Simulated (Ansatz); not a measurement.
The calculation used Ansatz, DFT PBE, scalar-relativistic, plane waves, PAW. Settings: cutoff 420 eV, Γ-centred meshes spaced at most about 0.3 Å⁻¹, and about 0.25 Å⁻¹ or finer for metals (2π included), Gaussian smearing. Collinear spin in cells that started with moments and kept them past the coarse steps, no spin elsewhere.

These are static total energies at zero pressure. All come from trial cells, and lower structures may exist.

Problem. Order these relaxed structures of GaO₃ by energy, lowest first, with the energy over the lowest of them.
A. Space group P-3m1 (No. 164), trigonal, a = 3.060 Å, c = 5.412 Å. Ga has 6 O at 2.01 Å and 2 O at 2.71 Å; O on a site of symmetry 3m has 3 Ga at 2.01 Å and 6 O at 2.48–2.62 Å; around O on a site of symmetry -3m lie 6 O at 2.48 Å, 2 Ga at 2.71 Å and 6 O at 3.06 Å (long against the sum of covalent radii).
B. Space group Im-3m (No. 229), cubic, a = 4.161 Å. Around Ga lie 6 O at 2.08 Å; around O lie 2 Ga at 2.08 Å and 4 O at 2.08 Å.

Solution. A (0 meV/atom), B (104 meV/atom). Forms: A P-3m1, moments up to 1.9 μB; B Im-3m, no spin. Counting O atoms around Ga (those within 1.25 times the shortest such distance or 1.15 times the sum of covalent radii, 1.27 where that leaves under three): A has Ga 6; B has Ga 6.

No dispersion correction is applied, so the spacing and binding between layers, chains or molecules are poorly described (P-3m1), and this can change margins and order among such cells. In Im-3m an odd number of electrons in the primitive cell allows no gap without spin; a larger cell or a magnetic state could open one. The magnetic state reached may not be the lowest. Cells relaxed within their symmetry can be saddle points. Some candidate types were left out of the draw beforehand, so a known form may be missing.
